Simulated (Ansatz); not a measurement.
HfCdSi single point

The input, for Ansatz 0.2.0 (plane waves, PAW):

```yaml
crystal:
  lattice:
    - [3.585313, 0.0, 0.0]
    - [0.0, 3.585313, 0.0]
    - [0.0, 0.0, 9.224508]
  atoms:
    - { symbol: Si, position: [0.0, 0.0, 0.0] }
    - { symbol: Si, position: [0.5, 0.5, 0.0] }
    - { symbol: Hf, position: [0.0, 0.5, 0.225] }
    - { symbol: Hf, position: [0.5, 0.0, 0.775] }
    - { symbol: Cd, position: [0.0, 0.5, 0.636] }
    - { symbol: Cd, position: [0.5, 0.0, 0.364] }
  symmetry: { tolerance: 0.0003 }
kpoints:
  mp_grid: { grid: [9, 9, 4], shift: [0, 0, 0] }
  band_path:
    path:
      - [0.0, 0.0, 0.0]
      - [0.0, 0.5, 0.0]
      - [0.5, 0.5, 0.0]
      - [0.0, 0.0, 0.0]
      - [0.0, 0.0, 0.5]
      - [0.0, 0.5, 0.5]
      - [0.5, 0.5, 0.5]
      - [0.0, 0.0, 0.5]
      - [0.0, 0.5, 0.0]
      - [0.0, 0.5, 0.5]
      - [0.5, 0.5, 0.0]
    npoints: 6
magnetization:
  spin_polarized: false
scf:
  occupations: { method: methfessel_paxton, width: 0.056 }
  lower_state_search: "off"
  max_iter: 200
hamiltonian:
  pseudopotentials: { kind: paw }
  xc: lda
basis:
  ecutwfc: 420
  fft_grid_basis: typed
output:
  forces: true
  stress: true
  eigenvalues: true
  bader: true
  populations: true
  elf: true
  write_potential: true
  volumetric_format: npy
  dos:
    e_range: [-12, 8]
    de: 0.05
    projected: { site_lists: { Cd: [Cd], Hf: [Hf], Si: [Si] } }
checkpoint:
  read: saved_state
```

The run starts from an earlier solution of this cell. 

Excerpt of what it printed:

```
Pseudopotentials: kind: paw
Pseudopotential: Si, paw, valence charge 4, recommended cutoff 420 eV (normal), Si.paw.azcp
Pseudopotential: Hf, paw, valence charge 26, recommended cutoff 420 eV (normal), Hf.paw.azcp
Pseudopotential: Cd, paw, valence charge 20, recommended cutoff 420 eV (normal), Cd.paw.azcp
Functional definition: SPW92
  exchange = slater_x
  correlation = pw_c
Crystal: 6 atoms, lattice volume = 118.576 Å³
Basis set: ecut = 420 eV, 2323 PW (Γ)
Bands: 60, of which v1, the nominal top of the filled ones, is band 50 counted from 1 (49 counted from 0)
Symmetry: 16 space group operations
Space group: P4/nmm (ITA 129), of the structure as read, at distance tolerance 1.5e-3 Å
k-points: 45 of 324
Initial density: read from a saved state, or passed on in memory by an earlier SCF of this step, an earlier step, the calling program or the single point that the run made first
Functional: x = slater, c = lda
SCF iter   1: F=—  Δρ=1.54e-3  dr2=1.70e-2
SCF iter   2: F=—  S|Δr|=    0.00e0  Δρ=8.08e-4  dr2=5.22e-3
SCF iter   3: F=—  S|Δr|=    0.00e0  Δρ=2.39e-4  dr2=1.32e-4
SCF iter   4: F=—  S|Δr|=    0.00e0  Δρ=1.33e-4  dr2=3.90e-5
SCF iter   5: F=—  S|Δr|=    0.00e0  Δρ=5.26e-5  dr2=4.93e-6
SCF iter   6: F=—  S|Δr|=    0.00e0  Δρ=1.46e-5  dr2=4.28e-7
SCF iter   7: F=-48407.1061 eV  S|Δr|=    0.00e0  Δρ=3.68e-6  dr2=4.15e-8
Free energy (F): -48407.1061 eV
Harris-Foulkes:  -48407.1061 eV  (|F-HF|=2.76e-8)
Internal energy: -48407.1055 eV  (E = F + TS)
E sigma→0 (E₀):  -48407.1060 eV
Entropy (-TS):   -0.0006 eV (-0.103 meV/atom)
Fermi energy:    14.7418 eV
--- Per-component energies (eV) ---
  E_band       = -904.4268
  E_kinetic    = 1945.8400
  E_local      = -19460.6984  (includes V_loc(G=0)·N_el)
  E_nonlocal   = -2336.5064
  E_hartree    = 9135.7030
  E_xc         = -1059.7107
  E_vxc        = -1075.4912  (∫ρ·V_xc dr)
  E_paw        = -22232.3080  (= ΣΔE_a)
  E_vpaw       = 1751.0139  (= ΣTr[D̂ρ^β])
  E_aug_tail   = 0.0000  (compensation charges beyond the density's cutoff)
  E_ewald      = -14406.0414
  E_core_change = 6.6163  (= ΣΔE_core)
  E_smearing   = -0.0006  (= −TS)
--- Stress (GPa, compression-positive) ---
       -2.1008       0.0000       0.0000
        0.0000      -2.1008       0.0000
        0.0000       0.0000      -0.6958
  P = ⅓ Tr σ = -1.6325 GPa (-16.325 kbar)
--- Bader charges: 6 sites ---
  site symbol  charge [e]  shift [e]
     0     Si     -0.5739     0.0001
     1     Si     -0.5739     0.0001
     2     Hf      1.1702     0.0001
     3     Hf      1.1702     0.0001
     4     Cd     -0.5963     0.0000
     5     Cd     -0.5963     0.0000
```

Total energies depend on the potentials used, so only differences within one code and one set of settings carry meaning.

Origin: a known structure type with other elements, at an estimated volume, so it need not be a known compound. Caveats: atoms or cell far from equilibrium.
